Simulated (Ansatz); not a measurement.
Relaxed-ion elastic tensor of ZnF2 (rutile, space group No. 136) in GPa (Voigt order), the program Ansatz at the PBEsol level (PAW); density 4.93 g/cm³, 11.60 Å³ per atom.

```csv
,1,2,3,4,5,6
1,125,95.8,93.6,0.0,0.0,0.0
2,95.8,125,93.6,0.0,0.0,0.0
3,93.6,93.6,198,0.0,0.0,0.0
4,0.0,0.0,0.0,34.6,0.0,0.0
5,0.0,0.0,0.0,0.0,34.6,0.0
6,0.0,0.0,0.0,0.0,0.0,81.0
```

Is the crystal mechanically stable?

Yes: the smallest eigenvalue of C is 29.5 GPa.

Work out the Voigt, Reuss and Hill averages.

K_V = 113, K_R = 108, K_H = 110; G_V = 41.1, G_R = 30.5, G_H = 35.8 GPa.

Give Young's modulus, Poisson's ratio, Pugh's ratio and the universal anisotropy index.

E = 9KG/(3K + G) = 97.0 GPa; ν = 0.35; K/G = 3.08 (ductile by the Pugh limit of 1.75); A_U = 5G_V/G_R + K_V/K_R − 6 = 1.77.

Estimate the sound speeds and the Debye temperature.

v_l = √((K + 4G/3)/ρ) = 5660 m/s, v_t = √(G/ρ) = 2700 m/s, mean 3030 m/s; Θ = (h/k)(3n/4πV)^(1/3) v_m = 399 K.

Solve the Christoffel equation for the three sound speeds along x, y, z.

Eigenvalues of C_ijkl n_j n_l equal ρv². In km/s, slowest first: x 2.65, 4.05, 5.04; y 2.65, 4.05, 5.04; z 2.65, 2.65, 6.34.

How much does each axis shrink under pressure?

Linear compressibilities β_i = Σ_j S_ij (j = 1 to 3): x 4.0, y 4.0, z 1.3 per TPa.

Space group P4_2/mnm (rutile). The PBEsol relaxation kept the symmetry of its start; phonons on a q-mesh show no instability.

Potentials: the later of the program's two PAW sets.
